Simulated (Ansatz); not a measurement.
One crystal and one scan (energy against volume) at two levels, PBE (plane waves to 420 eV, PAW, scalar-relativistic; Ansatz, a first-principles code) and PBEsol (plane waves to 420 eV, PAW, scalar-relativistic; Ansatz), each from its own relaxed cell and on its own mesh. The cell shown is that of PBE.

Cu$_{2}$O (cuprite type, space group Pn-3m)

```
CELL_PARAMETERS angstrom
      4.29909     0.00000     0.00000
      0.00000     4.29909     0.00000
      0.00000     0.00000     4.29909
ATOMIC_POSITIONS crystal
  Cu 0.75000 0.75000 0.75000
  Cu 0.75000 0.25000 0.25000
  Cu 0.25000 0.75000 0.25000
  Cu 0.25000 0.25000 0.75000
  O  0.00000 0.00000 0.00000
  O  0.50000 0.50000 0.50000
```

Equation-of-state scan: isotropic scaling of the cell above, V₀ being its volume. Symmetry pins the atoms to their sites.

E stands for the smeared free energy. Cu2O is run without spin polarisation. Cu2O was relaxed with its symmetry unable to fall. The PAW data are Ansatz's earlier set. Both scans cover V/V₀ from 0.940 to 1.060.

ΔE (meV/atom), each from the relaxed starting cell of its own level:

```
V/V₀    PBE    PBEsol
-----  ----  --------
0.940  18.6      20.7
0.955  10.2      11.3
0.970   4.4  withheld
0.985   1.1       1.2
1.000   0.0       0.0
1.015   1.0       1.1
1.030   3.9       4.3
1.045   8.6       9.5
1.060  14.9      16.4
```

Q: Estimate the PBEsol value at 0.970 from the PBE value there and the ratio of the two levels in the two nearest given rows on that side of the minimum.

A: At 0.955 and 0.940 the ratio PBEsol/PBE averages 1.110, which gives 1.110 × 4.4 = 4.9 meV/atom. The calculation gives 4.9 meV/atom, +11.4 % against PBE.

(Under strain, the slope of the energy per volume gives the stress and its curvature an elastic modulus.)
